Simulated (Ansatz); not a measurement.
Values for one crystal, relaxed and computed with plane-wave PAW PBE (Ansatz code); other levels are named.

```yaml
volume_per_atom: 17.88 Å³
band_gap: 2.76 eV (indirect)
electron_effective_mass: 0.29, 0.29, 0.52 mₑ (principal values)
Bulk modulus (Birch–Murnaghan fit): 73.9 GPa
Pressure derivative B′: 4.1
valence_band_maximum: at Γ
Hole effective mass, band 2 of 3 at the edge: 0.97 along [100], 0.97 along [110], 2.4 along [111] (mₑ)
```

### Question
Which of these materials gives this?
(A) MgS, rock salt
(B) ZnS, zinc blende
(C) CaO, rock salt
(D) MgO, rock salt

### Answer
A, MgS, rock salt

Space group Fm-3m (rock salt). Symmetry was held in the PBE relaxation.

Potentials: the earlier of the program's two PAW sets.
